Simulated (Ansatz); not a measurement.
HfB₂ in space group P6/mmm (No. 191; Hf on 1a, B on 2d), a = b = 3.136 Å, c = 3.481 Å, α = β = 90.00°, γ = 120.00°.

Relaxed with r²SCAN.

### Question
Tabulate the valence density and the electron localisation function along the shortest Hf–B contact (2.51 Å), r²SCAN (plane waves, PAW; program Ansatz).

### Answer


```tsv
distance from Hf (Å)	density (e/Å³)	ELF
0.25	27.03	0.81
0.38	19.26	0.84
0.50	11.98	0.84
0.63	6.55	0.78
0.75	3.20	0.65
0.88	1.46	0.41
1.00	0.69	0.21
1.13	0.41	0.13
1.26	0.33	0.17
1.38	0.33	0.31
1.51	0.38	0.49
1.63	0.44	0.59
1.76	0.53	0.61
1.88	0.62	0.53
2.01	0.67	0.35
2.13	0.62	0.14
2.26	0.48	0.02
```

The density is the valence pseudo-density with augmentation charge, so density and ELF within about 1 Å of a nucleus are not all-electron values.

Symmetry was held in the r²SCAN relaxation; of distortions, only those at the zone centre were tested. The run is not spin-polarised. Spin–orbit coupling is left out wherever it is not named.

Potentials: the later of the program's two PAW sets.
